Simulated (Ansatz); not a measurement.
A geometry of Bi$_{2}$Se$_{3}$ away from equilibrium: the start of the relaxation of a generated cell, Bi2Se3 placed in the Bi2Te3 structure type. These are r2SCAN (plane waves to 500 eV, PAW, scalar-relativistic; Ansatz, a quantum-chemistry and plane-wave program) values and carry that method's errors. Γ-centred k-mesh 7×7×7 on the run's cell (coarser than for final values), Fermi–Dirac smearing 0.05 eV.

```xyz
5
Lattice="2.0431 1.1796 9.4844 -2.0431 1.1796 9.4844 0.0000 -2.3592 9.4844" Properties=species:S:1:pos:R:3:forces:R:3 pbc="T T T" free_energy=-41262.976 pressure_GPa=1.8
Bi     0.0000     0.0000    11.3529    0.0000    0.0000    1.1078
Bi     0.0000     0.0000    17.1004    0.0000    0.0000   -1.1078
Se     0.0000     0.0000     0.0000    0.0000    0.0000    0.0000
Se     0.0000     0.0000     5.9183    0.0000    0.0000    0.9502
Se     0.0000     0.0000    22.5350    0.0000    0.0000   -0.9502
```

Positions in Å, forces in eV/Å, free energy of the cell in eV (comparable only within this code, potentials and settings). Largest force: 1.11 eV/Å, on Bi1, Bi2 (atoms numbered as listed); the geometry lies 0.05 eV/atom above the end of its relaxation.

No spin polarisation in the result.

The run could not lose the symmetry of its start; a randomly shaken copy of 5 atoms returns to this structure.
